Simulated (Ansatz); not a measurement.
**Li, omega (AlB2-type): geometry optimisation**

All numbers below come from DFT, BLYP, plane waves (420 eV) with PAW, scalar-relativistic in Ansatz. The PAW files were generated under PBE, with cores re-solved for the functional.

k-point mesh 7×7×10, Fermi-Dirac smearing 0.1 eV, no spin polarisation. Cell and atoms relax.

Starting structure:

```xyz
3
Lattice="4.9612 0.0000 0.0000 -2.4806 4.2965 0.0000 0.0000 0.0000 3.0412" Properties=species:S:1:pos:R:3 pbc="T T T"
Li    0.0000    0.0000    0.0000
Li    0.0000    2.8644    1.5206
Li    2.4806    1.4322    1.5206
```

What cell does the relaxation end in?

P6/mmm with a = 4.913 Å, c = 2.875 Å (c/a = 0.585); 20.03 Å³ per atom against 21.61 at the start (-7.3 %).

How much energy does the relaxation gain?

6.6 meV per atom.
